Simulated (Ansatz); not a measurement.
A frame of TiSi₃Ni₃Sn from dynamics at 2300 K, with the forces (eV/Å) computed on a k mesh in the last three columns. Theory: DFT PBE, scalar-relativistic, plane waves, PAW (Ansatz).

Settings: cutoff 420 eV, Γ-centred mesh 4×4×4 on the computed 16-atom cell, Fermi–Dirac smearing of 0.20 eV; no spin polarisation.

```xyz
16
Lattice="6.248 -0.066 0.035 -0.066 6.323 -0.037 0.035 -0.037 6.435" Properties=species:S:1:pos:R:3:forces:R:3 pbc="T T T"
Si    3.286    5.899    2.561   -0.600   -3.070   -1.630
Si    1.985    5.429    4.737    0.670   -1.050   -0.390
Si    5.177    1.497    6.105    0.390    0.460   -1.380
Si    5.250    5.530    4.086    0.050    0.890   -0.690
Si    1.643    1.471    2.937   -0.660   -0.590   -1.210
Si    0.040    5.628    6.303   -0.140   -1.410    1.960
Ni    5.660    3.687    5.148   -0.130   -1.080    0.290
Ni    3.784    1.365    1.289   -2.740    0.870    0.470
Ni    2.912    3.461    3.196    0.770    0.370   -0.500
Ni    5.965    0.875    1.661    2.120   -4.320   -0.310
Ni    1.206    4.972    2.834   -2.300    0.670   -1.720
Ni    0.904    0.879    5.089   -0.070    2.520   -0.520
Sn    5.731    2.891    2.537   -0.700    4.610    0.960
Sn    2.129    2.898    6.396   -0.530   -0.500   -0.410
Ti    3.466    5.300    0.086    1.930    0.520    0.610
Ti    3.827    1.369    3.821    1.920    1.110    4.460
```

Static pressure 5.9 GPa (no kinetic part), no gap on the mesh.

Counting as bonded all pairs within 1.2 times the summed covalent radii:

```tsv
atom → neighbour	mean count	mean length (Å)	spread (Å)
Ni → Ni	1.00	2.51	0.32
Ni → Si	3.33	2.36	0.18
Ni → Sn	1.33	2.73	0.25
Ni → Ti	1.17	2.87	0.32
Si → Ni	3.33	2.36	0.18
Si → Si	2.00	2.54	0.04
Si → Sn	0.17	2.66	0.00
Si → Ti	1.67	2.67	0.29
Sn → Ni	4.00	2.73	0.25
Sn → Si	0.50	2.66	0.00
Sn → Ti	1.50	2.98	0.33
Ti → Ni	3.50	2.87	0.32
Ti → Si	5.00	2.67	0.29
Ti → Sn	1.50	2.98	0.33
Ti → Ti	1.00	3.67	0.00
```

Angles between all pairs of such bonds at an atom (mean ± spread): 99 ± 34° at Ni, 97 ± 32° at Si, 98 ± 33° at Sn, 94 ± 34° at Ti.

Spin polarisation was left out, and a magnetic state may lie lower.

Cost: 1 run of about 3.5 core-minutes, on Arm Neoverse V1 (shared hosts).